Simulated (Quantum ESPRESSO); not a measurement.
Mg5AlGaS8 (made-up cell, one site empty), TiAlGeO5F (made-up cell, one site empty), GaSi2O5F (made-up cell) (calculated)

Calculation on a made-up crystal cell, not a measurement, with one named mistake planted (healthy values lack it): periodic Kohn-Sham density functional theory in plane waves with PseudoDojo standard norm-conserving scalar-relativistic pseudopotentials, each functional with its own files (v0.5 for PBE, v0.4.1 for LDA and PBEsol), no spin polarisation, no spin-orbit coupling, atoms not relaxed, stress positive in tension, energies less a fixed whole-eV offset for each atom's element; levels are Kohn-Sham levels at fractions of this cell's reciprocal vectors, counted from the reference band (half the neutral cell's valence electrons, rounded up) at Gamma; error bars cover cutoff and k-mesh only, not smearing or the files; each bar is the largest change over components, and at least 0.002 eV, 0.002 eV per angstrom or 0.02 GPa; a charged cell sits in a uniform background, with energy and stress on this program's zero of potential; no dispersion term; energies are for the whole cell, and the offsets were chosen from early runs and are not element reference energies; a distance is the largest change of any value in units of its error bar (the energy's for the smearing term), a scale change is of lengths, and a coarse mesh keeps the half-step shift; machines and their load varied, so run times do not measure scaling. Program: Quantum ESPRESSO 7.5.

Common to all entries: intended functional pbe; intended cutoff 1143 eV; intended fermi dirac smearing 0.025 eV; intended scf tolerance 1e-07 eV; intended electrons removed 0; healthy smearing term minus ts 0 eV; structure shown as intended, without the mistake.

(1) Mg5AlGaS8 (made-up cell, one site empty)

Intended structure:
```
Mg5AlGaS8
1.0
      5.6159     0.0259    -0.0289
      0.0259     5.6746    -0.0073
     -0.0578    -0.0145    11.4946
Mg Ga Mg Al Mg S
1 1 1 1 3 8
Direct
  0.00769 -0.01801 -0.00108
  0.01162 0.46640 0.25129
  0.48897 0.48719 -0.00339
  0.00495 0.00018 0.51229
  0.00452 0.50224 0.75218
  0.51224 -0.01518 0.75231
  0.50899 0.50909 0.50755
  0.24976 0.25579 0.13084
  0.25564 0.74903 0.37121
  0.74127 0.22112 0.37622
  0.73336 0.75963 0.12389
  0.25438 0.25296 0.63007
  0.26761 0.75061 0.86311
  0.75212 0.24341 0.87746
  0.74393 0.74800 0.62521
```

* lattice type: doubled zincblende/diamond
* empty site: 3
* healthy free energy less offsets: 7.95 eV
* healthy scf iterations: 13
* healthy pressure: -2.87 GPa
* healthy stress xx: 2.14 GPa
* healthy stress yy: 2.67 GPa
* healthy stress zz: 3.81 GPa
* healthy stress yz: -0.38 GPa
* healthy stress xz: 0.24 GPa
* healthy stress xy: 0.02 GPa
* healthy reference band: 57
* fault kind: atoms exchanged
* fault first exchanged site: 7
* fault second exchanged site: 10
* faulty run command: mpirun -np 4 pw.x -nk 4 -in in
* faulty run processor: Intel Xeon, 2023 or later, virtual cores
* intended k mesh: 4 x 4 x 2, shifted by half a step
* faulty free energy less offsets: 17.6 eV
* faulty scf iterations: 18
* faulty smearing term minus ts: -0.009251 eV
* faulty pressure: 0.9556 GPa
* faulty stress xx: -0.1937 GPa
* faulty stress yy: -1.27 GPa
* faulty stress zz: -1.404 GPa
* faulty stress yz: -2.017 GPa
* faulty stress xz: -1.653 GPa
* faulty stress xy: 2.21 GPa
* faulty reference band: 57
* other mistakes compared: 7
* distance from healthy: 2694 error bars
* distance from nearest other mistake: 984.7 error bars
* healthy error bar energy: 0.003582 eV
* healthy error bar stress: 0.02 GPa
* healthy error bar force: 0.004679 eV/Å
* healthy error bar next band up: 0.002 eV
* faulty wall time of scf and band steps on a shared machine: 307.1 s

Atoms:
```
atoms element  atom site  atom energy offset (eV)
           Mg          1                    -1617
           Ga          2                    -2080
           Mg          4                    -1617
           Al          5                      -64
           Mg          6                    -1617
           Mg          7                    -1617
           Mg          8                    -1617
            S          9                     -302
            S         10                     -302
            S         11                     -302
            S         12                     -302
            S         13                     -302
            S         14                     -302
            S         15                     -302
            S         16                     -302
```

Healthy forces:
```
site  x (eV/Å)  y (eV/Å)  z (eV/Å)
   1    -0.151     0.038     0.873
   2    -0.823     0.979    -0.248
   4     0.419     0.444     0.925
   5    -0.066    -0.058    -1.819
   6    -0.361    -0.268     0.478
   7     0.131     0.935     0.209
   8    -0.478    -0.681    -1.604
   9    -0.175    -0.305    -0.067
  10    -1.055     0.219      1.07
  11     1.223     0.077     0.903
  12     0.758    -1.029     0.299
  13    -0.449    -0.914    -0.556
  14    -0.596    -0.303     0.389
  15     0.165     0.028    -0.697
  16     1.456     0.838    -0.155
```

Healthy levels:
```
level k point  next band up (eV)
        Gamma              1.208
(1/2,1/2,1/2)              1.986
   (0.15,0,0)              1.509
   (0,0.15,0)              1.534
   (0,0,0.15)              1.288
```

Faulty forces:
```
site  x (eV/Å)  y (eV/Å)  z (eV/Å)
   1   -0.1385    0.1578    0.8278
   2   -0.8821    0.1561   -0.5431
   4    0.4917    0.3249    0.9088
   5   -0.5052     1.122    0.1149
   6   -0.3107   -0.3322  -0.03793
   7    0.7364    -1.787     2.167
   8     0.519    -2.096    0.2738
   9   -0.1882   -0.9251   -0.7749
  10   -0.2702     1.288    -1.697
  11    0.2939  -0.03431    0.6604
  12    0.3663   -0.8667    0.1519
  13    -1.414     1.043    -1.342
  14   -0.2752    0.2808  -0.01044
  15    0.4261    0.7443   -0.3672
  16      1.15    0.9236   -0.3317
```

Faulty levels:
```
level k point  next band up (eV)
        Gamma             0.2474
(1/2,1/2,1/2)             0.4315
   (0.15,0,0)             0.2659
   (0,0.15,0)             0.2685
   (0,0,0.15)             0.2524
```

(2) TiAlGeO5F (made-up cell, one site empty)

Intended structure:
```
TiAlGeO5F
1.0
      2.4214     1.3980     4.4032
     -2.4214     1.3980     4.4032
      0.0000    -2.7960     4.4032
Ti Ge Al O F O
1 1 1 1 1 4
Direct
  0.14638 0.12904 0.15445
  0.63680 0.64585 0.67298
  0.86217 0.83826 0.85082
  0.55269 0.91500 0.29719
  0.24612 0.54719 0.94626
  0.93107 0.21446 0.57248
  0.41955 0.09887 0.73439
  0.75581 0.42522 0.06111
  0.06229 0.73177 0.45576
```

- lattice type: corundum
- empty site: 1
- healthy free energy less offsets: 8.783 eV
- healthy scf iterations: 14
- healthy pressure: 4.55 GPa
- healthy stress xx: -1.27 GPa
- healthy stress yy: -4.02 GPa
- healthy stress zz: -8.37 GPa
- healthy stress yz: -9.32 GPa
- healthy stress xz: -3.69 GPa
- healthy stress xy: -2.6 GPa
- healthy reference band: 33
- fault kind: wrong functional
- fault functional: lda
- faulty run command: mpirun -np 4 pw.x -nk 4 -in in
- faulty run processor: Intel Xeon, 2023 or later, virtual cores
- intended k mesh: 6 x 6 x 6, shifted by half a step
- faulty free energy less offsets: 15.16 eV
- faulty scf iterations: 14
- faulty smearing term minus ts: 0 eV
- faulty pressure: -8.081 GPa
- faulty stress xx: 11.2 GPa
- faulty stress yy: 9.306 GPa
- faulty stress zz: 3.736 GPa
- faulty stress yz: -9.175 GPa
- faulty stress xz: -3.295 GPa
- faulty stress xy: -3.164 GPa
- faulty reference band: 33
- other mistakes compared: 7
- distance from healthy: 2583 error bars
- distance from nearest other mistake: 1519 error bars
- healthy error bar energy: 0.002469 eV
- healthy error bar stress: 0.03511 GPa
- healthy error bar force: 0.002 eV/Å
- healthy error bar next band up: 0.002 eV
- faulty wall time of scf and band steps on a shared machine: 149.2 s

Atoms:
```
atoms element  atom site  atom energy offset (eV)
           Ti          2                    -1614
           Ge          3                    -2430
           Al          4                      -64
            O          5                     -452
            F          6                     -677
            O          7                     -452
            O          8                     -452
            O          9                     -452
            O         10                     -452
```

Healthy forces:
```
site  x (eV/Å)  y (eV/Å)  z (eV/Å)
   2     1.583    -2.158    -1.401
   3     2.513     2.654     1.536
   4    -1.724    -1.178    -0.929
   5     1.104     2.008    -2.145
   6    -0.941    -0.081     0.503
   7    -2.355    -0.417     1.676
   8      2.59    -2.275     0.276
   9    -1.369     1.684     0.246
  10      -1.4    -0.237     0.238
```

Healthy levels:
```
level k point  next band up (eV)
        Gamma              3.078
(1/2,1/2,1/2)              2.653
   (0.15,0,0)              3.024
   (0,0.15,0)              3.116
   (0,0,0.15)              3.049
```

Faulty forces:
```
site  x (eV/Å)  y (eV/Å)  z (eV/Å)
   2     1.479    -2.122    -1.294
   3     2.387     2.668     1.472
   4    -1.644   -0.9833   -0.8646
   5     1.149     1.724    -2.118
   6   -0.8605   0.01805    0.3437
   7    -2.251   -0.4586     1.406
   8      2.65    -2.541    0.3676
   9    -1.172     1.961    0.3121
  10    -1.738   -0.2677    0.3764
```

Faulty levels:
```
level k point  next band up (eV)
        Gamma              2.969
(1/2,1/2,1/2)              2.561
   (0.15,0,0)              2.939
   (0,0.15,0)               3.03
   (0,0,0.15)               2.96
```

(3) GaSi2O5F (made-up cell)

Intended structure:
```
GaSi2O5F
1.0
      5.2671    -0.0110    -0.0391
     -2.6431     4.4835     0.0326
     -0.0432     0.0166     5.7183
Ga Si O F O
1 2 4 1 1
Direct
  0.45252 -0.02027 0.66148
  -0.00999 0.45285 0.33834
  0.53335 0.53463 -0.00362
  0.41349 0.27200 0.78658
  0.74455 0.15925 0.45089
  0.87129 0.58788 0.12084
  0.26143 0.41675 0.20953
  0.13434 0.73042 0.54442
  0.59013 0.84115 0.89860
```

- lattice type: quartz
- healthy free energy less offsets: 7.852 eV
- healthy scf iterations: 12
- healthy pressure: -2.16 GPa
- healthy stress xx: 7.87 GPa
- healthy stress yy: -7.26 GPa
- healthy stress zz: 5.85 GPa
- healthy stress yz: -0.21 GPa
- healthy stress xz: -3.72 GPa
- healthy stress xy: -4.87 GPa
- healthy reference band: 29
- fault kind: atoms exchanged
- fault first exchanged site: 4
- fault second exchanged site: 8
- faulty run command: pw.x -nk 1 -in in
- faulty run processor: AMD EPYC, Zen 5 class, virtual cores
- intended k mesh: 5 x 5 x 4, shifted by half a step
- faulty free energy less offsets: 7.573 eV
- faulty scf iterations: 12
- faulty smearing term minus ts: 0 eV
- faulty pressure: -1.896 GPa
- faulty stress xx: 8.364 GPa
- faulty stress yy: -7.838 GPa
- faulty stress zz: 5.161 GPa
- faulty stress yz: -0.2182 GPa
- faulty stress xz: -2.242 GPa
- faulty stress xy: -0.4145 GPa
- faulty reference band: 29
- other mistakes compared: 7
- distance from healthy: 2482 error bars
- distance from nearest other mistake: 1828 error bars
- healthy error bar energy: 0.002471 eV
- healthy error bar stress: 0.02 GPa
- healthy error bar force: 0.002 eV/Å
- healthy error bar next band up: 0.002 eV
- faulty wall time of scf and band steps on a shared machine: 329.7 s

Atoms:
```
atoms element  atom site  atom energy offset (eV)
           Ga          1                    -2080
           Si          2                     -115
           Si          3                     -115
            O          4                     -452
            O          5                     -452
            O          6                     -452
            O          7                     -452
            F          8                     -677
            O          9                     -452
```

Healthy forces:
```
site  x (eV/Å)  y (eV/Å)  z (eV/Å)
   1      4.53     5.132      4.22
   2     0.972    -0.216     -5.21
   3     1.108    -2.828     1.179
   4    -0.616     1.705     1.589
   5     0.207     -0.59     0.226
   6    -1.558    -0.623      0.71
   7    -0.548     0.793     0.887
   8    -3.649    -4.397    -2.697
   9    -0.447     1.024    -0.906
```

Healthy levels:
```
level k point  next band up (eV)
        Gamma               3.68
(1/2,1/2,1/2)              5.283
   (0.15,0,0)              4.003
   (0,0.15,0)              3.979
   (0,0,0.15)              3.886
```

Faulty forces:
```
site   x (eV/Å)  y (eV/Å)   z (eV/Å)
   1      4.403    0.1682  -0.008751
   2      1.132     3.283      -1.01
   3     0.7713    0.5499      5.205
   4      -1.41      2.02      1.464
   5    -0.1866    -1.077     0.4517
   6     -2.991    -1.221     -1.312
   7     0.9524    0.2175     -1.091
   8     -2.672     -4.46     -2.975
   9  0.0005028    0.5207    -0.7234
```

Faulty levels:
```
level k point  next band up (eV)
        Gamma              3.851
(1/2,1/2,1/2)               5.88
   (0.15,0,0)              4.139
   (0,0.15,0)               4.14
   (0,0,0.15)              4.055
```
